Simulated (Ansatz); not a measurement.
GaCuSe₂:
```xyz
8
Lattice="-2.7849 2.7849 5.5370 2.7849 -2.7849 5.5370 2.7849 2.7849 -5.5370" Properties=species:S:1:pos:R:3 pbc="T T T"
Cu     0.0000     2.7849     2.7685
Cu     0.0000     0.0000     0.0000
Ga     2.7849     0.0000     2.7685
Ga     0.0000     0.0000     5.5370
Se     1.3924     1.3469    -1.3843
Se     1.3924     1.4379     4.1528
Se     1.4379    -1.3924     6.9213
Se     1.3469     4.1773     1.3843
```

Relaxed with PBEsol. Special points in fractions of this cell's reciprocal vectors: Γ (0.000, 0.000, 0.000); X (0.000, 0.000, 0.500); P (0.250, 0.250, 0.250); N (0.000, 0.500, 0.000); M (0.500, 0.500, -0.500); S (0.313, 0.687, -0.313); S0 (-0.313, 0.313, 0.313); R (-0.126, 0.126, 0.500); G (0.500, 0.500, -0.126).

List the band energies nearest the valence-band maximum at these points for PBEsol in the plane-wave PAW code Ansatz.

In eV from the valence-band maximum; about four levels below and three above (degenerate sets whole), none deeper than 8.9 eV; points with the same levels are listed once.

```tsv
k	below	above
Γ	-1.72 -0.09 -0.09 0.00	0.12 1.77 2.09
X	-0.89 -0.89 -0.54 -0.54	1.03 1.03 3.30 3.30
P	-0.91 -0.91 -0.74 -0.74	1.48 1.48 3.06 3.06
N	-1.43 -1.32 -1.25 -0.63	2.14 2.49 3.09
M	-1.31 -1.31 -0.99 -0.99	1.70 1.70 1.77 1.77
S	-1.56 -1.28 -0.82 -0.65	1.85 2.30 2.39
R	-0.93 -0.93 -0.76 -0.76	1.32 1.32 3.85 3.85
```

Space group I-42d (chalcopyrite). The PBEsol relaxation kept the symmetry of its start. The run is not spin-polarised. Spin–orbit coupling is left out wherever it is not named.

Potentials: the later of the program's two PAW sets.
